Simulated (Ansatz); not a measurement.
AlGaAs2:
```yaml
crystal:
  lattice:
    - [4.05970, 0.00000, 0.00000]
    - [0.00000, 4.05970, 0.00000]
    - [0.00000, 0.00000, 5.72862]
  atoms:
    - { symbol: Ga, position: [0.00000, 0.00000, 0.00000] }
    - { symbol: As, position: [0.50000, 0.00000, 0.25162] }
    - { symbol: Al, position: [0.50000, 0.50000, 0.50000] }
    - { symbol: As, position: [0.00000, 0.50000, 0.74838] }
```

The program Ansatz at the PBE level (PAW) gives a gap of 0.86 eV without spin–orbit coupling, maximum at Γ, minimum at Γ.

Problem. What happens when spin–orbit coupling is switched on?

Solution. The gap decreases by 0.10 eV, to 0.76 eV; maximum at Γ, minimum at Γ.

Problem. Give the electron effective mass with spin–orbit coupling.

Solution. 0.057, 0.057, 0.071 mₑ (principal values).

Problem. Give the hole effective mass with spin–orbit coupling.

Solution. 0.094, 0.10, 0.41 mₑ (principal values).

Space group P-4m2. The start of the workflow was typed in or built on a structure type; neither database checked (COD, Materials Project) lists it. Whether it is the stable phase at ambient conditions was not checked. Symmetry was held in the PBE relaxation; whether a distortion lowers the energy is not shown.

Potentials: the later of the program's two PAW sets.
